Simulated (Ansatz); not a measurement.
Si$_{2}$Rh in space group Fddd (No. 70; Si on 16f, Rh on 8a) under volume change, PBE in the plane-wave PAW code Ansatz, shape and atoms relaxed at each volume.

| V (Å³/atom) | E − E(relaxed) (meV/atom) | P (GPa) |
|---|---|---|
| 12.526 | 68.8 | 19.55 |
| 12.939 | 28.6 | 11.83 |
| 13.352 | 6.7 | 5.38 |
| 13.765 | 0.0 | 0.00 |
| 14.178 | 5.9 | -4.37 |
| 14.591 | 21.9 | -7.97 |
| 15.004 | 46.3 | -10.85 |

Problem. What does a third-order Birch–Murnaghan fit give for V₀, B₀ and B′?

Solution. V₀ = 13.77 Å³/atom, B₀ = 160 GPa, B′ = 5.5.

The cell is a constructed one: a structure type filled with these elements; neither database checked (COD, Materials Project) lists it. Its standing as an ambient phase is unchecked. The cell was relaxed with PBE under the symmetry of its start; its stability against distortions is not shown here. The run is not spin-polarised.

Potentials: the later of the program's two PAW sets.
